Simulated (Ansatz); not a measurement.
La₄MgNiO₈ — field gradients at the nuclei

The cell is a Materials Project structure (computed, not necessarily an observed phase), atoms as given.

```cif
data_La4MgNiO8
_symmetry_space_group_name_H-M 'Cmmm'
_symmetry_Int_Tables_number 65
_cell_length_a 5.5406
_cell_length_b 12.5311
_cell_length_c 5.5363
_cell_angle_alpha 90.000
_cell_angle_beta 90.000
_cell_angle_gamma 90.000
loop_
_atom_site_label
_atom_site_type_symbol
_atom_site_symmetry_multiplicity
_atom_site_Wyckoff_symbol
_atom_site_fract_x
_atom_site_fract_y
_atom_site_fract_z
La1 La 4 i 0.5000 0.6367 0.0000
La3 La 4 j 0.5000 0.8633 0.5000
Mg Mg 2 b 0.5000 0.0000 0.0000
Ni Ni 2 d 0.0000 0.0000 0.5000
O7 O 4 i 0.5000 0.8213 0.0000
O9 O 8 o 0.2514 0.0000 0.2490
O11 O 4 j 0.5000 0.3211 0.5000
```

One atom of each set is listed; the run and its k-mesh use a cell of 14 atoms with edges of 6.85, 6.85, 5.54 Å.

Method: Kohn–Sham DFT in Ansatz, PBE, plane waves and PAW, scalar-relativistic, collinear spin, 420 eV cutoff, Γ-centred 4×4×4 k-points, Fermi–Dirac smearing 0.02 eV. Start moments as typed (μB): 2 on each Ni, none on the rest.

C_Q = eQV_zz/h, which is 24.18 MHz for Q = 1 b and V_zz = 10²¹ V/m²; η = (V_xx − V_yy)/V_zz.

La-139: I = 7/2, Q = 206.0 mb; 25Mg: I = 5/2, Q = 199.4 mb; Ni-61: I = 3/2, Q = 162.0 mb; 17O: I = 5/2, Q = -25.58 mb. Nuclear quadrupole moments: year-2017 set (Pyykkö).

(1) Give the quadrupolar parameters of the distinct sites.

Answers

(1) 

| site | atoms | first shell | V_zz (10²¹ V/m²) | η | C_Q (MHz) |
| --- | --- | --- | --- | --- | --- |
| La1 | 2 | 9 O at 2.31–2.82 Å | -17.09 | 0.02 | -85.1 |
| La3 | 2 | 9 O at 2.31–2.82 Å | -15.91 | 0.01 | -79.2 |
| Mg | 1 | 6 O at 1.95–2.24 Å | 2.94 | 0.00 | 14.2 |
| Ni | 1 | 6 O at 1.97–2.24 Å | 9.97 | 0.01 | 39.0 |
| O7 | 2 | 1 Mg at 2.24 Å, 1 La at 2.31 Å, angle 180°; also 4 La at 2.82 Å | -2.82 | 0.01 | 1.74 |
| O9 | 4 | 1 Mg at 1.95 Å, 1 Ni at 1.97 Å, angle 180°; also 4 La at 2.60 Å | 1.13 | 0.56 | -0.701 |
| O11 | 2 | 1 Ni at 2.24 Å, 1 La at 2.31 Å, angle 180°; also 4 La at 2.82 Å | -0.13 | 0.02 | 0.081 |

At O7, O9 and O11 V_zz points along the line of its two bonds (within 1°) in each case. At La1 and La3 V_zz points along its shortest bond, to O (within 1°) in each case.

Without spin–orbit coupling (the program notes it for La) the gradients can shift somewhat, as the gap is small. With these PAW files V_zz is typically within 2 to 3 % of all-electron values, but misses above 10 % occur on Ni. With a gap of 0.4 eV on this mesh, small gradients can still move by 0.1 × 10²¹ V/m² or more as the k-mesh gets denser. All moments are parallel here, as the start or the cell imposes; many such compounds order antiparallel, where fields and spin densities carried over to other atoms largely cancel. The magnetic order is the one that the run reached from its start moments, not necessarily the measured one.
